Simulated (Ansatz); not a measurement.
Al$_{2}$Au (fluorite or antifluorite type), relaxed and computed with several functionals in Ansatz (plane waves, PAW). Much of their spread follows the volume that each gives.

```
functional  V (Å³/atom)  highest Γ mode, no LO–TO term (cm⁻¹)
----------  -----------  ------------------------------------
PBEsol            18.03                                     ?
PBE               18.55                                   249
LDA               17.61                                   268
r²SCAN            18.09                                   262
```

Fit a straight line to ln ω against ln V and predict the withheld value.

Least squares on the 3 shown rows: ln ω = -1.41 × ln V + (9.641), with a scatter of 1 %. For PBEsol this gives 261. The run itself gave 263, within the scatter.

All cells were relaxed under the symmetry of their starts (and spin orders); stability against distortions was not tested throughout. Spin–orbit coupling is left out wherever it is not named.

Potentials: the later of the program's two PAW sets.

Ansatz (a quantum-chemistry and plane-wave program) is a plane-wave DFT program.
